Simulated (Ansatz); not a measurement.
A geometry of YN away from equilibrium: the start of the relaxation of a relaxed YN cell, doubled along one cell vector, shaken by Gaussian noise of σ = 0.08 Å a coordinate. Method: r2SCAN (plane waves to 500 eV, PAW, scalar-relativistic; Ansatz, a first-principles code). Γ-centred k-mesh 8×8×4 on the run's cell (coarser than for final values), Fermi–Dirac smearing 0.05 eV.

```xyz
4
Lattice="0.0000 2.4478 2.4478 2.4478 0.0000 2.4478 4.8957 4.8957 0.0000" Properties=species:S:1:pos:R:3 pbc="T T T"
Y      0.0307     0.0724     0.0079
Y      2.5031     2.1877    -0.1101
N      2.4960     2.2770     2.6023
N      4.9301     4.9212     2.4290
```

**Question.** Predict the force on each atom, in eV/Å.

**Answer.** 
```json
[
 {"atom": "Y1", "Fx": "-0.74", "Fy": "-2.30", "Fz": "0.84"},
 {"atom": "Y2", "Fx": "0.75", "Fy": "1.51", "Fz": "-0.43"},
 {"atom": "N3", "Fx": "0.50", "Fy": "1.76", "Fz": "-1.28"},
 {"atom": "N4", "Fx": "-0.50", "Fy": "-0.97", "Fz": "0.87"}
]
```

**Question.** What is the pressure?

**Answer.** +3.4 GPa, compression positive.

No spin polarisation in the result.
